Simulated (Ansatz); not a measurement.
What is wrong with this input? (In₃Se)

Intended: In₃Se, PBEsol, plane waves and PAW in Ansatz. The input:

```yaml
crystal:
  lattice:
    - [4.803758, 0.0, 0.0]
    - [0.0, 4.803758, 0.0]
    - [0.0, 0.0, 4.803758]
  atoms:
    - { symbol: In, position: [0.0, 0.5, 0.5] }
    - { symbol: In, position: [0.5, 0.0, 0.5] }
    - { symbol: In, position: [0.5, 0.5, 0.0] }
    - { symbol: Se, position: [0.0, 0.0, 0.0] }
basis:
  ecutwfc: 420
kpoints:
  mp_grid: { grid: [10, 10, 10] }
hamiltonian:
  xc: pbesol
scf:
  occupations: { method: gaussian, width: 0.1 }
  max_iter: 12
  convergence: { dr2_threshold: "1e-19 eV" }
output:
  forces: true
  stress: true
  eigenvalues: true
```

Command:

```bash
ansatz run input.yaml --threads 1 --pin off --max-ram 2560MiB --backend cpu --events-out ev --progress --plain --runs-dir out
```

Output, shortened (HF is the Harris–Foulkes energy, dr2 the density residual in eV):

```text
Pseudopotential: In, paw, valence charge 13, recommended cutoff 420 eV (normal)
Pseudopotential: Se, paw, valence charge 16, recommended cutoff 420 eV (normal)
Crystal: 4 atoms, lattice volume = 110.852 Å³
Basis set: ecut = 420 eV, 2109 PW (Γ), exchange–correlation on 72×72×72 points (8 copies of the dense FFT grid, shifted against one another)
Bands: 33, of which v1, the nominal top of the filled ones, is band 28 counted from 1 (27 counted from 0)
Symmetry: 48 space group operations
Space group: Pm-3m (ITA 221), of the structure as read, at distance tolerance 4.8e-5 Å
k-points: 56 of 1000
PAW frozen core: In, regenerated for the run's functional, and the local potential with it (the file was generated under x = pbe(κ = 0.804, μ = 0.2195), c = pbe(β = 0.0667))
PAW frozen core: Se, regenerated for the run's functional, and the local potential with it (the file was generated under x = pbe(κ = 0.804, μ = 0.2195), c = pbe(β = 0.0667))
Initial density: superposition of atomic densities, corrected by the library's trained network
SCF iter   1: HF=-22000.791111 eV  Δρ=3.85e-3  dr2=3.82e-2
SCF iter   2: HF=-22000.779233 eV  Δρ=1.85e-3  dr2=9.16e-3
SCF iter   3: HF=-22000.776944 eV  Δρ=6.20e-4  dr2=1.10e-3
SCF iter   4: HF=-22000.776720 eV  Δρ=3.53e-4  dr2=2.81e-4
   ...
SCF iter  10: HF=-22000.776645 eV  Δρ=1.60e-7  dr2=4.19e-11
SCF iter  11: HF=-22000.776645 eV  Δρ=3.19e-8  dr2=1.22e-12
SCF iter  12: HF=-22000.776645 eV  Δρ=7.07e-9  dr2=5.94e-14
Error: did not converge after 12 iterations: dr2 = 5.94e-14 (threshold 1.00e-19), under the density mixer `msr1`, which `scf.mixing.algorithm: auto` chose by the deck's other keys (type `scf.mixing.algorithm: msr1` to keep it); raise `scf.max_iter`, which need not help a stalled SCF …
```

Task: What is the cause?
A. Lattice vectors converted from bohr twice
B. Two atoms' positions swapped
C. An SCF threshold too tight for the iterations allowed
D. One k-point for a metal
E. Fixed occupations on a metal

Result: C. The residual can't fall so far within the iterations allowed. The cure is the default threshold.

Mended input, as a difference:

```diff
 scf:
-  max_iter: 12
-  convergence: { dr2_threshold: "1e-19 eV" }
```

The mended run converges, with a pressure of -2.99 GPa, no gap.

Time of the mended run: 18 s on 1 thread of Arm Neoverse V1 (shared host), peak memory 0.44 GiB.